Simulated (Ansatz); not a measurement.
Ge in space group P6_3/mmc (No. 194; Ge on 4e, Ge on 4f) at seven volumes, PBEsol (plane waves, PAW; program Ansatz), shape and atoms relaxed at each. One row is withheld.

```tsv
V (Å³/atom)	P (GPa)
20.763	7.96
21.448	4.82
22.132	2.19
22.817	0.00
23.501	-1.86
24.186	?
24.870	-4.75
```

### Question
Fit the shown pressures and predict the withheld one.

### Answer
P = (3/2)B₀(x^(7/2) − x^(5/2))[1 + (3/4)(B′ − 4)(x − 1)] with x = (V₀/V)^(2/3). Least squares on the six rows gives V₀ = 22.814 Å³/atom, B₀ = 67.5 GPa, B′ = 4.75. At V = 24.186, x = 0.9618 and P = -3.43 GPa. The run itself gave -3.43 GPa.

The workflow started from a Materials Project entry (that database holds measured and hypothetical structures alike); the Crystallography Open Database copy checked does not list it. It is not the phase usual at ambient conditions (space group No. 227). Symmetry was held in the PBEsol relaxation; of distortions, only those at the zone centre were tested.

Potentials: the later of the program's two PAW sets.
